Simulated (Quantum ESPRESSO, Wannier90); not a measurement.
## Wannier functions of KCaF3 (cubic perovskite)

```xyz
5
Lattice="4.4817 0.0000 0.0000 0.0000 4.4817 0.0000 0.0000 0.0000 4.4817" Properties=species:S:1:pos:R:3 pbc="T T T"
K      2.2409     2.2409     2.2409
Ca     0.0000     0.0000     0.0000
F      0.0000     2.2409     0.0000
F      2.2409     0.0000     0.0000
F      0.0000     0.0000     2.2409
```

Structure: Materials Project mp-4950, symmetrised, not relaxed again. Not found in the COD (Crystallography Open Database) copy used; not checked further. Level: PBEsol, no spin polarisation, no spin-orbit coupling; pw.x of Quantum ESPRESSO at 68 Ry with PseudoDojo potentials, 6×6×6 k-points, Wannier90. Density: 8×8×8 mesh, cold smearing 0.01 Ry.

Bands 12-20 form an isolated set from -1.74 to 0.00 eV relative to the valence-band maximum (on the path) and are turned into 9 Wannier functions by minimising the spread from the start: atomic waves F 2p.

Q: Where do the functions sit, how wide are they and what are they made of?

A: 
```
functions  spread (Å²)  nearest atom, distance (Å)  second atom, distance (Å)  weight on atomic waves
---------  -----------  --------------------------  -------------------------  ----------------------
6                 0.68                      F 0.00                    Ca 2.24               F 2p 97 %
3                 0.76                      F 0.00                    Ca 2.24               F 2p 95 %
```

Ω_I = 6.35 Å², Ω_total = 6.36 Å²; the interpolated bands follow pw.x to 0.3 meV rms on the path. Only this start was tried; a symmetric start can stop on a saddle, and mixtures of these functions could lower the total by at most Ω_total − Ω_I.
